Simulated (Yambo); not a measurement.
Yambo run on NaI (rock salt, space group Fm-3m, No. 225). The wavefunctions come from this Quantum ESPRESSO step (PBEsol, PseudoDojo standard norm-conserving files, scalar-relativistic):

```
&CONTROL
  calculation = 'nscf'
  pseudo_dir = './pseudo'
  outdir = './out'
/
&SYSTEM
  ibrav = 0
  nat = 2
  ntyp = 2
  ecutwfc = 88.0
  ecutrho = 352.0
  occupations = 'fixed'
  force_symmorphic = .true.
  nbnd = 148
/
&ELECTRONS
  conv_thr = 2e-09
  diago_full_acc = .true.
  diago_thr_init = 1e-08
/
ATOMIC_SPECIES
Na 22.9898 Na.upf
I 126.9045 I.upf
CELL_PARAMETERS angstrom
  0.000000000000   3.200333625000   3.200333625000
  3.200333625000   0.000000000000   3.200333625000
  3.200333625000   3.200333625000   0.000000000000
ATOMIC_POSITIONS crystal
Na   0.000000000000   0.000000000000   0.000000000000
I   0.500000000000   0.500000000000   0.500000000000
K_POINTS automatic
4 4 4 0 0 0
```

Yambo input:

```
rim_cut
gw0
dyson
el_el_corr
HF_and_locXC
ppa
em1d
RandQpts= 1000000
RandGvec= 1 Ry
EXXRLvcs= 88 Ry
VXCRLvcs= 352 Ry
Chimod= "HARTREE"
% BndsRnXp
 2 | 146 |
%
NGsBlkXp= 10 Ry
% LongDrXp
 1.0 | 1.0 | 1.0 |
%
PPAPntXp= 27.2114 eV
% GbndRnge
 1 | 146 |
%
GTermKind= "BG"
DysSolver= "n"
ExtendOut
% QPkrange
 1 | 1 | 8 | 9 |
 3 | 3 | 8 | 9 |
 7 | 7 | 8 | 9 |
 8 | 8 | 8 | 9 |
%
```

k points by index: 1 = Γ, 3 = L, 7 = X, 8 = W.

Resulting energies as the program prints them:

```
#    K-point    Band    Eo [eV]    E [eV]    E-Eo [eV]    Vxc [eV]    Vnlxc [eV]    Sc|Eo [eV]    Sc|E [eV]    dSc/dw|Eo [eV]    Re(Z)    Im(Z)
#
    1    8    0.000000    -1.528574    -1.528574    -11.32313    -14.29970    1.084564    1.448001    -6.469342    0.807919    -0.001473
    1    9    3.592847    4.170466    0.577619    -7.615742    -3.777252    -3.153433    -3.260870    -5.060231    0.843197    -0.001280
    3    8    -0.305721    -1.863586    -1.557865    -11.04147    -14.13392    1.161225    1.534581    -6.520915    0.806684    -0.001507
    3    9    4.958026    5.526101    0.568075    -7.210323    -3.403803    -3.130692    -3.238445    -5.160246    0.840592    -0.001315
    7    8    -0.802053    -2.399050    -1.596997    -10.75711    -14.02338    1.282022    1.669275    -6.597860    0.804847    -0.001585
    7    9    4.467134    5.093617    0.626483    -7.822723    -3.950892    -3.127236    -3.245347    -5.129132    0.841400    -0.001301
    8    8    -1.004673    -2.590133    -1.585460    -10.43790    -13.67113    1.263830    1.647774    -6.589029    0.805057    -0.001677
    8    9    5.876305    6.542459    0.666154    -8.571735    -4.450178    -3.322336    -3.455403    -5.434378    0.833532    -0.001436
```
(The two width columns are left out.) Convergence of these settings isn't established.

Spin-orbit coupling is not included.

Geometry relaxed with PBEsol.
